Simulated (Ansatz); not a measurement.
## Pb (fcc)

The computed numbers are results of LDA, scalar-relativistic (no spin polarisation) in the plane-wave PAW code Ansatz at 420 eV, Γ-centred 14×14×14 mesh, 0.05 eV Gaussian smearing. The datasets are Ansatz's generated set soft_2.

```yaml
crystal:
  lattice:
    - [0.00000, 2.43976, 2.43976]
    - [2.43976, 0.00000, 2.43976]
    - [2.43976, 2.43976, 0.00000]
  atoms:
    - { symbol: Pb, position: [0.00000, 0.00000, 0.00000] }
```

Cell and atoms are those of this level's equilibrium.

Path: Γ–X–U | K–Γ–L–W–X, with Γ = (0.000, 0.000, 0.000), X = (0.500, 0.000, 0.500), U = (0.625, 0.250, 0.625), K = (0.375, 0.375, 0.750), L = (0.500, 0.500, 0.500), W = (0.500, 0.250, 0.750) in reciprocal vectors of the calculation's cell.

Is it a metal or an insulator, and if it has a gap, where are the band edges on this path?

A metal: bands cross the Fermi level.

Bands as a text map, energy in eV from the Fermi level (dashes), each leg drawn with the same width:
```
  4.86 |                                                
  4.57 |   *             *                              
  4.29 |                    *            **             
  4.00 |                                                
  3.71 |                                                
  3.43 |   **           *                  *            
  3.14 |                          *                     
  2.86 |             ***                  *             
  2.57 |     *      *       *                           
  2.29 |      *   **       *                *           
  2.00 |       ***                                    **
  1.71 |        *                                    *  
  1.43 |    *    *                         *        *   
  1.14 |                                     *      *   
  0.86 |          *                *               *    
  0.57 |                  **                      **    
  0.29 |           *                          ****      
  0.00 |------------------------------------*-----*-----
 -0.29 |            *                                   
 -0.57 |     *                                   *      
 -0.86 |             *   **                  *          
 -1.14 |                                        *       
 -1.43 |              **            *         **        
 -1.71 |                *                     * *       
 -2.00 |                **                              
 -2.29 |                                     *   *      
 -2.57 |      *       **                          *     
 -2.86 |            **                      *      *    
        Γ      X      UK       Γ       L       W       X
```

These numbers lack spin–orbit coupling. The relaxed cell is 4 % smaller in volume than the cell of this structure in the Crystallography Open Database (30.32 Å³/atom, 2003).
